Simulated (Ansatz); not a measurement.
## Lattice vibrations of CdC₂ at Γ at 6 GPa

All numbers below come from Ansatz 0.2.0, DFT PBE, scalar-relativistic, plane waves, PAW. Cutoff 420 eV, 10×10×10 k-points (Γ-centred), fixed occupations. No spin polarisation. Phonons by linear response, acoustic sum rule imposed.

The cell, relaxed at 6 GPa:
```xyz
3
Lattice="-1.6994 2.3050 2.5266 1.6994 -2.3050 2.5266 1.6994 2.3050 -2.5266" Properties=species:S:1:pos:R:3 pbc="T T T"
Cd    0.0000    0.0000    0.0000
C     1.6994    1.6761    0.0000
C     0.0000    0.6289    2.5266
```

The cell was built by swapping an element in a database structure (itself possibly hypothetical) and relaxing; it need not be the stable form of this composition.

Question: Give the high-frequency dielectric tensor ε∞.

Answer:
```
6.84 0.00 0.00
0.00 9.34 0.00
0.00 0.00 7.49
```

Question: Give the Born effective charges.

Answer:
```
       atom Z*xx Z*yy Z*zz mean
Cd (atom 1)   2.53   2.67   2.67   2.62
 C (atom 2)  -1.26  -1.34  -1.33  -1.31
```

Question: How large is the static dielectric tensor with the ions free to move, and what share of it is ionic?

Answer:
```
18.2  0.0  0.0
 0.0 17.9  0.0
 0.0  0.0 20.9
```
The ions give 59 % of its trace.

Cost: 1 run of about 4.4 core-minutes, on Intel Xeon 6975P-C (Granite Rapids) (shared hosts).